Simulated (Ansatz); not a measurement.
The cell is a 12-atom cell of ZrTi3O8 built on the anatase structure (relaxed group Cm); cell and atoms were relaxed with r2SCAN. The symmetry is Cm (No. 8, monoclinic); conventional cell a = 10.584 Å, b = 3.846 Å, c = 7.665 Å, β = 110.9°, 12.15 Å³ an atom. Ti has 6 O at 1.88–2.05 Å and 1 Ti at 3.03 Å; Ti has 6 O at 1.89–2.08 Å and 3 Ti at 3.03–3.08 Å; O has 3 Ti at 1.97–1.98 Å; O has 2 Ti at 1.92–1.94 Å and 1 Zr at 2.07 Å; O has 3 Ti at 1.88–2.08 Å; Ti has 6 O at 1.91–2.04 Å and 2 Ti at 3.08 Å; Zr has 6 O at 2.00–2.17 Å (further sites aren't listed).

```xyz
12
Lattice="5.2920 -1.9230 0.0386 5.2920 1.9230 0.0386 -2.7843 0.0000 7.1414" Properties=species:S:1:pos:R:3 pbc="T T T"
Ti    0.0388    0.0000    0.0962
Ti    1.5891    0.0000    2.6971
O     3.4279    0.0000    3.4252
O     1.8537    0.0000    0.7950
O    -0.3434    0.0000    1.9411
O     7.2784    0.0000    2.8873
Ti   -1.4791    0.0000    3.5650
Zr    0.2499    0.0000    6.2381
O     2.2549    0.0000    7.0719
O     0.4534    0.0000    4.2096
O    -1.7275    0.0000    5.4566
O     6.0455    0.0000    6.5206
```

3 runs of Ansatz 0.2.0 on this cell differ in the functional (and in the settings that go with it). Levels are in eV from each run's valence top; v1 is the last filled band, c1 the first empty one.

Run A, mean stress -2.4 GPa (compression positive):
```tsv
point	v5	v3	v1	c1	c2	c3
Γ	-0.92	-0.77	-0.45	3.81	4.62	5.17
C	-1.07	-0.91	-0.12	4.88	4.97	5.04
Y₂	-0.99	-0.79	-0.17	4.04	4.37	5.02
M₂	-0.77	-0.72	-0.55	4.37	4.64	4.93
D	-1.02	-0.56	-0.14	4.71	4.82	4.95
A	-0.85	-0.83	-0.44	4.59	4.69	4.74
```

Run B, mean stress -2.5 GPa (compression positive):
```tsv
point	v5	v3	v1	c1	c2	c3
Γ	-0.92	-0.77	-0.45	4.57	5.39	5.94
C	-1.07	-0.91	-0.13	5.65	5.74	5.81
Y₂	-1.00	-0.79	-0.16	4.80	5.14	5.80
M₂	-0.77	-0.72	-0.55	5.13	5.41	5.69
D	-1.02	-0.56	-0.14	5.48	5.59	5.72
A	-0.85	-0.83	-0.44	5.35	5.46	5.51
```

Run C, mean stress 0.0 GPa (compression positive):
```tsv
point	v5	v3	v1	c1	c2	c3
Γ	-0.86	-0.73	-0.44	2.70	3.39	3.88
C	-1.01	-0.86	-0.12	3.63	3.69	3.79
Y₂	-0.95	-0.74	-0.17	2.88	3.18	3.74
M₂	-0.73	-0.68	-0.53	3.18	3.44	3.70
D	-0.96	-0.52	-0.14	3.48	3.58	3.69
A	-0.80	-0.78	-0.43	3.39	3.46	3.52
```

**Question.** Match the runs to r2SCAN, HSE06, PBE0.

**Answer.** A is HSE06, B is PBE0, C is r2SCAN. In order of the gap: r2SCAN 2.70, HSE06 3.81, PBE0 4.57 eV. The stress vanishes for r2SCAN, which relaxed the cell.

Note: simulated data, non-magnetic, for a generated structure that need not be the stable one.

The stress of a hybrid is loosely converged in these runs.

The meshes of the hybrids are coarse, so their gaps aren't converged to the digits shown.
